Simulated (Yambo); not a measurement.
KHF2 (space group I4/mcm, No. 140), G0W0@LDA (Yambo, plasmon pole, terminator in G, 4×4×4 mesh): gap Z → Γ in eV by bands and screening block.

| bands (W and G) | 2 Ry | 3 Ry | 4 Ry | 5 Ry | 6 Ry |
|---|---|---|---|---|---|
| 38 | 13.99 | 13.58 | 13.29 | 13.18 | [?] |
| 52 | [?] | [?] | 12.21 | 12.11 | 12.10 |
| 71 | 12.54 | 12.14 | 11.90 | 11.81 | 11.80 |
| 94 | 12.39 | 11.98 | 11.75 | 11.67 | 11.67 |
| 118 | 12.32 | 11.90 | 11.68 | 11.60 | 11.60 |

Task: Estimate the withheld gaps from their neighbours; the computed values follow.

Result: 
- 38, 6 Ry: 13.15
- 52, 2 Ry: 12.88
- 52, 3 Ry: 12.48

The largest settings aren't shown to be the converged limit.

Geometry of the Materials Project entry, not relaxed at this level; primitive cell a = b = c = 5.188 Å, α = β = 114.69°, γ = 99.48°.
